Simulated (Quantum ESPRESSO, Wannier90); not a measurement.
# InSb (zinc blende): Wannier90 run

```
CELL_PARAMETERS angstrom
      0.00000     3.31661     3.31661
      3.31661     0.00000     3.31661
      3.31661     3.31661     0.00000
ATOMIC_POSITIONS crystal
  In 0.00000 0.00000 0.00000
  Sb 0.75000 0.75000 0.75000
```

Structure: Materials Project mp-20012, symmetrised, not relaxed again. COD (Crystallography Open Database) has an entry of this formula and space group (matched by these alone). Computed values, not measurements, from PBEsol: Quantum ESPRESSO (norm-conserving PseudoDojo potentials, cutoff 64 Ry, no spin polarisation, no spin-orbit coupling) on a Γ-centred 8×8×8 mesh, then Wannier90. Density: 8×8×8 mesh, Gaussian smearing 0.01 Ry. Spin-orbit coupling is left out although heavy elements are present.

Base run: 8 functions from bands 11-25 of the 25 computed, start hydrogen-like In: s;p; Sb: s;p, centres 0.05 Å off the atoms, frozen window up to 1.50 eV relative to the Fermi level, outer window open. One thing is changed at a time; window edges are relative to the Fermi level. The misfit compares interpolated bands with pw.x on a high-symmetry path, for states up to 1.0 eV relative to the Fermi level. Converged means that the tolerances were met: symmetric starts can stop on a saddle, which shows as a larger Ω_OD at equal Ω_I and can move the misfit too.

Question: Which of these settings interpolates worst among those that finish?
A) frozen window to 0.50 eV
B) base
C) frozen window to 2.50 eV
D) no frozen window
E) frozen window to -0.50 eV
F) outer window to 7.97 eV

Answer: D, no frozen window. The whole sweep:

```
setting                    functions  frozen to (eV)  Ω_I (Å²)  Ω_D (Å²)  Ω_OD (Å²)  rms misfit (meV)  worst (meV)                          ended
-------------------------  ---------  --------------  --------  --------  ---------  ----------------  -----------  -----------------------------
base                               8            1.50     14.86      0.03       2.04               6.0           23                      converged
frozen window to 2.50 eV           8            2.50     16.61      0.06       2.05               3.6           16                      converged
frozen window to 0.50 eV           8            0.50     13.86      0.02       2.06                13          104                      converged
frozen window to -0.50 eV          8           -0.50     13.79      0.02       2.06                41          242                      converged
frozen window to 6.22 eV           8            6.22         –         –          –                 –            –  stops: too many frozen states
no frozen window                   8            none     13.20      0.00       1.96               162          596                      converged
outer window to 7.97 eV            8            1.50     23.84      0.23       3.67               8.9           48                      converged
outer window to 12.67 eV           8            1.50     15.30      0.04       2.05               5.0           18                      converged
```
